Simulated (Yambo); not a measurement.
```xyz
2
Lattice="2.7461 0.0000 0.0000 -1.3731 2.3782 0.0000 0.0000 0.0000 4.3263" Properties=species:S:1:pos:R:3 pbc="T T T"
Os     0.0000     1.5855     1.0816
Os     1.3731     0.7927     3.2447
```

The geometry is that of Materials Project entry mp-49, symmetrised and not relaxed again.

**Question.** Where are the main features of Im ε from RPA with local fields on PBEsol bands (Yambo; 21×21×12 mesh, 47 bands, 4 Ry local-field block, 0.25 eV broadening; field along z)?

**Answer.** Peaks at 1.2 eV (32), 2.8 eV (35), 10.4 eV (5.4), heights in brackets. Only interband transitions are included: the Drude term is missing, so nothing below about 0.6 eV and no real part is shown. Structure narrower than a few tenths of an eV can come from the finite k mesh. Spin-orbit coupling is left out; for elements this heavy it splits bands near the Fermi level.
